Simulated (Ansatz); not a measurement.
# Calculated with Ansatz: Al2Ge2F, single run

Launch command:

```bash
ansatz run input.yaml --threads 1 --pin off --max-ram 2560MiB --backend cpu --events-out ev --progress --plain --runs-dir out
```

Input:

```yaml
crystal:
  lattice:
    - [1.973978, 3.419027, 0.0]
    - [-1.973978, 3.419027, 0.0]
    - [0.0, 0.0, 6.318208]
  atoms:
    - { symbol: Ge, position: [0.3333, 0.3334, 0.26545] }
    - { symbol: Ge, position: [0.6667, 0.6666, 0.73455] }
    - { symbol: Al, position: [0.3333, 0.3334, 0.6423] }
    - { symbol: Al, position: [0.6667, 0.6666, 0.3577] }
    - { symbol: F, position: [0.0, 0.0, 0.0] }
  symmetry: { tolerance: 0.0003 }
kpoints:
  mp_grid: { grid: [5, 5, 3], shift: [0, 0, 0] }
magnetization:
  spin_polarized: false
scf:
  occupations: { method: fermi_dirac }
  mixing: { preconditioner: resta }
hamiltonian:
  pseudopotentials: { kind: paw }
  xc: pbe
basis:
  ecutwfc: 420
output:
  forces: true
  stress: true
  eigenvalues: true
  write_density: true
  write_potential: true
  elf: true
  volumetric_format: npy
```

Origin of the cell: a known structure type with other elements, at an estimated volume, so it need not be a known compound.

The smearing width isn't typed, so it takes its default of 0.1 eV.

Output (shortened):

```
SCF iter   1: F=—  HF=-10469.908067 eV  Δρ=4.42e-3  dr2=5.23e-2
SCF iter   2: F=—  HF=-10469.913868 eV  Δρ=8.60e-3  dr2=1.04e-1
SCF iter   3: F=—  HF=-10469.899429 eV  Δρ=4.39e-3  dr2=1.40e-2
SCF iter   4: F=—  HF=-10469.897247 eV  Δρ=7.29e-4  dr2=3.98e-4
SCF iter   5: F=—  HF=-10469.897392 eV  Δρ=1.67e-4  dr2=1.75e-5
SCF iter   6: F=—  HF=-10469.897392 eV  Δρ=6.21e-5  dr2=2.93e-6
SCF iter   7: F=—  HF=-10469.897392 eV  Δρ=1.93e-5  dr2=2.83e-7
SCF iter   8: F=-10469.897392 eV  HF=-10469.897392 eV  Δρ=4.19e-6  dr2=1.29e-8
SCF 1 converged in 8 iterations: F = -10469.897392 eV  dr2 = 1.29e-8
SCF converged after 8 iterations
Free energy (F): -10469.897392 eV
Harris-Foulkes:  -10469.897392 eV  (|F-HF|=1.00e-8)
Internal energy: -10469.825328 eV  (E = F + TS)
E sigma→0 (E₀):  -10469.861360 eV
Entropy (-TS):   -0.072064 eV (-14.413 meV/atom)
Fermi energy:    7.361855 eV
--- Per-component energies (eV) ---
  E_band       = -307.794413
  E_kinetic    = 480.391369
  E_local      = -5645.232411  (includes V_loc(G=0)·N_el)
  E_nonlocal   = 930.892229
  E_hartree    = 2455.025963
  E_xc         = -312.925928
  E_vxc        = -292.361414  (∫ρ·V_xc dr)
  E_paw        = -5170.958505  (= ΣΔE_a)
  E_vpaw       = -691.536753  (= ΣTr[D̂ρ^β])
  E_aug_tail   = 0.002770  (compensation charges beyond the density's cutoff)
  E_ewald      = -3207.020814
  E_smearing   = -0.072064  (= −TS)
  Σ components = -10469.897392   (vs F -10469.897392, Δ=0.00e0)
--- Forces (eV/Å), atoms counted from 1 ---
  atom   1  Ge    -0.000000     0.000000    -2.858051
  atom   2  Ge     0.000000    -0.000000     2.858051
  atom   3  Al     0.000000     0.000000     1.135427
  atom   4  Al    -0.000000    -0.000000    -1.135427
  atom   5  F      0.000000     0.000000     0.000000
  max |Σ_I F_I| component: 2.08e-17 eV/Å
--- Stress (GPa, compression-positive) ---
       16.128790       0.000000       0.000000
        0.000000      16.128790       0.000000
        0.000000      -0.000000      22.636030
  P = ⅓ Tr σ = 18.2979 GPa (182.979 kbar)
```

Caveats: no moments, though an odd count or open d shells may carry them; the k mesh is coarse if the cell is a metal.

The run took 3.2 s of wall time on 1 CPU thread(s) of a shared host, from the program's own first density.
